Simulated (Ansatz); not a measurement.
GaN:
```yaml
crystal:
  lattice:
    - [3.13669, 0.00000, 0.00000]
    - [-1.56835, 2.71646, 0.00000]
    - [0.00000, 0.00000, 7.39584]
  atoms:
    - { symbol: Ga, position: [0.50000, 0.50000, 0.16667] }
    - { symbol: Ga, position: [0.50000, 0.00000, 0.50000] }
    - { symbol: Ga, position: [0.00000, 0.50000, 0.83333] }
    - { symbol: N, position: [0.50000, 0.50000, 0.66667] }
    - { symbol: N, position: [0.50000, 0.00000, 0.00000] }
    - { symbol: N, position: [0.00000, 0.50000, 0.33333] }
```

Relaxed with PBE+D3(BJ). Special points in fractions of this cell's reciprocal vectors: Γ (0.000, 0.000, 0.000); M (0.500, 0.000, 0.000); K (0.333, 0.333, 0.000); A (0.000, 0.000, 0.500); L (0.500, 0.000, 0.500); H (0.333, 0.333, 0.500).

Question: List the band energies nearest the valence-band maximum at these points for the program Ansatz at the PBE+D3(BJ) level (PAW).

Answer: In eV from the valence-band maximum; about four levels below and three above (degenerate sets whole), none deeper than 8.9 eV; points with the same levels are listed once.

```csv
k,below,above
Γ,-0.25 -0.25 -0.12 -0.02,1.38 4.41 4.41
M,-2.02 -1.83 -1.40 -1.15,2.91 4.50 4.70
K,-3.66 -3.66 -2.32 -1.42 -1.42,4.34 5.03 5.03
A,-0.27 -0.12 -0.12 0.00,3.22 3.22 4.50
L,-1.85 -1.60 -1.38 -1.25,3.44 4.51 4.60
H,-3.31 -3.31 -2.14 -1.04,4.67 5.88 5.88
```

Space group P6_422. The start of the workflow was typed in or built on a structure type; neither database checked (COD, Materials Project) lists it. It is not the phase usual at ambient conditions (space group No. 186, 216). The PBE+D3(BJ) relaxation kept the symmetry of its start; its stability against distortions is not shown here. The volume moved by -22 % from the start of the relaxation. Scalar-relativistic: spin–orbit coupling is off unless named, which matters more the heavier the elements.

Potentials: the later of the program's two PAW sets.
